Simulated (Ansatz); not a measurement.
**EuSb in the CsCl-type structure**

Level of theory: DFT, PBE, scalar-relativistic, collinear spin; plane waves to 420 eV with PAW datasets (Ansatz 0.2.0), 10×10×5 k-mesh, Gaussian smearing of 0.05 eV. The datasets are Ansatz's generated set soft_2.

```yaml
crystal:
  lattice:
    - [3.93367, 0.00000, 0.00000]
    - [0.00000, 3.93367, 0.00000]
    - [0.00000, 0.00000, 7.86735]
  atoms:
    - { symbol: Eu, position: [0.00000, 0.00000, 0.00000] }
    - { symbol: Sb, position: [0.50000, 0.50000, 0.25000] }
    - { symbol: Eu, position: [0.00000, 0.00000, 0.50000] }
    - { symbol: Sb, position: [0.50000, 0.50000, 0.75000] }
```

This is a trial structure: such lanthanide and actinide compounds mostly take the rock-salt structure.

Magnetic state: antiferromagnetic, site spin moments Eu 6.81, -6.81 μB.

The run above is the reference. The same cell was run again with other input settings; several of them aren't fit for production, so the rows show the settings' effect and aren't properties of the material.

| keys changed | outcome | ΔE (meV/atom) | P (GPa) | gap on the mesh (eV) | cell moment (μB) | largest force component (eV/Å) | SCF iterations | rough core-seconds | new warnings |
| --- | --- | --- | --- | --- | --- | --- | --- | --- | --- |
| none (reference) | converged | 0.0 | 0.0 | metal | 0.00 | 0.000 | – | – | – |
| hamiltonian.dispersion: "d4" | converged | – | -1.9 | metal | 0.00 | 0.000 | 13 | 70 | given moment on shells |
| scf.algorithm: "direct_min"; scf.convergence.dr2_threshold: 1e-05 | converged | 0.0 | 0.0 | metal | 0.00 | 0.000 | 9 | 150 | force scf threshold loose; given moment on shells; stress scf threshold loose |

ΔE is the energy with the smearing extrapolated to zero. It is left out where the change alters the Hamiltonian or the spin treatment. The varied runs start from atomic densities (corrected by the program's trained start where that serves), with the default search for lower states unless a row changes it, while the reference went on from a saved state, so a magnet may end in another state whatever the setting.

Question: What happens with these changes: basis.xc_grid: 3; scf.occupations.method: "gaussian" → "cold"; scf.occupations.width: 0.05 → 0.3; hamiltonian.xc: "pbe" → "pbesol"?

Answer: outcome converged, P (GPa) -2.9, gap on the mesh (eV) metal, cell moment (μB) 0.00, largest force component (eV/Å) 0.000, SCF iterations 20, rough core-seconds 90, new warnings given moment on shells.

The pair part of a dispersion correction pulls inward (a three-body part mostly pushes out), and in metals and ionic crystals with large ions it often overbinds.

2 further runs (cut off, refused for memory, with changed atoms or starts, or in doubt) are left out.

Of the reference: Without a U the 4f levels of Eu lie too near the Fermi level, so their share of the states there, and what hangs on it, is overstated. No spin–orbit coupling, a notable omission for heavy elements. The run wasn't fully tested for a lower electronic state. Site moments are of spin, integrated over atomic spheres. For an f⁶ shell, the formal count of Eu here, Hund's rules give L = S = 3 and J = 0, a non-magnetic ion. Spin-polarised DFT, with or without U, favours a large spin moment instead, a known failure, so moments and magnetic energies here aren't predictions.
